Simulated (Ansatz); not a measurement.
A geometry of TiAl away from equilibrium: step 2 of the relaxation of a relaxed TiAl cell, doubled along one cell vector, shaken by Gaussian noise of σ = 0.08 Å a coordinate. Method: PBEsol (plane waves to 420 eV, PAW, scalar-relativistic; Ansatz, an electronic-structure program). Γ-centred k-mesh 13×13×7 on the run's cell (coarser than for final values), Fermi–Dirac smearing 0.05 eV. The plane waves were selected for a different cell earlier on the path.

```xyz
4
Lattice="1.3701 0.7971 4.5628 -1.4680 0.8089 4.5907 -0.0774 -3.3227 9.1731" Properties=species:S:1:pos:R:3 pbc="T T T"
Al    -0.0472     0.0596     0.0461
Al    -0.0652    -1.6190     4.5466
Ti    -0.0740     0.0153     6.8946
Ti    -0.1342    -1.6755    11.4433
```

Q: What forces act on the atoms (eV/Å)?

A: 
```json
[
 {"atom": "Al1", "Fx": "0.08", "Fy": "-0.16", "Fz": "-0.36"},
 {"atom": "Al2", "Fx": "0.02", "Fy": "0.02", "Fz": "0.39"},
 {"atom": "Ti3", "Fx": "-0.13", "Fy": "-0.01", "Fz": "-0.19"},
 {"atom": "Ti4", "Fx": "0.03", "Fy": "0.15", "Fz": "0.16"}
]
```

The path ends in P4/mmm (No. 123) (AFLOW prototype AB_tP2_123_a_d (L1_0, as in CuAu)). No spin polarisation in the result.

Of the parent cell (R-3m (No. 166)): it is a generated cell of TiAl: the first start was made by placing the elements on the sites of a structure type, and the end was not matched to a known phase here, so it may be hypothetical. Known forms of TiAl include space group No. 123.

The first start was generated by placing the elements on the sites of a structure type. A measured structure of TiAl has the same space group, P4/mmm (No. 123); the sites were not compared with it.
